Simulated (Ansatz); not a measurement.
NbCuN₂:
```yaml
crystal:
  lattice:
    - [1.56068, 0.90106, 5.76670]
    - [-1.56068, 0.90106, 5.76670]
    - [0.00000, -1.80212, 5.76670]
  atoms:
    - { symbol: Nb, position: [0.50000, 0.50000, 0.50000] }
    - { symbol: Cu, position: [0.00000, 0.00000, 0.00000] }
    - { symbol: N, position: [0.10530, 0.10530, 0.10530] }
    - { symbol: N, position: [0.89470, 0.89470, 0.89470] }
```

Relaxed with PBEsol. Special points in fractions of this cell's reciprocal vectors: Γ (0.000, 0.000, 0.000); T (0.500, 0.500, 0.500); H2 (0.817, 0.183, 0.500); H0 (0.500, -0.183, 0.183); L (0.500, 0.000, 0.000); S0 (0.341, -0.341, 0.000); S2 (0.659, 0.000, 0.341); F (0.500, 0.000, 0.500).

Problem. List the band energies nearest the valence-band maximum at these points for plane-wave PAW PBEsol with spin–orbit coupling (Ansatz code).

Solution. In eV from the valence-band maximum; about four levels below and three above (degenerate sets whole), none deeper than 8.9 eV; points with the same levels are listed once.

| k | below | above |
|---|---|---|
| Γ | -1.11 -1.11 -1.06 -1.06 | 0.66 0.66 0.68 0.68 |
| T | -0.08 -0.08 0.00 0.00 | 0.60 0.60 0.62 0.62 |
| H2 | -1.05 -1.05 -0.75 -0.75 | 0.96 0.96 2.52 2.52 |
| L | -0.59 -0.59 -0.47 -0.47 | 0.10 0.10 2.54 2.54 |
| S0 | -0.99 -0.99 -0.75 -0.75 | 0.94 0.94 2.59 2.59 |
| F | -1.65 -1.65 -1.02 -1.02 | 0.93 0.93 2.54 2.54 |

Space group R-3m. The start of the workflow was typed in or built on a structure type; neither database checked (COD, Materials Project) lists it. Its standing as an ambient phase is unchecked. The cell was relaxed with PBEsol under the symmetry of its start; whether a distortion lowers the energy is not shown. The workflow began spin-polarised and lost its moments.

Potentials: the earlier of the program's two PAW sets. The files were generated under PBE; for other functionals the program regenerates the frozen cores, and for LDA and PBEsol the local potential too.
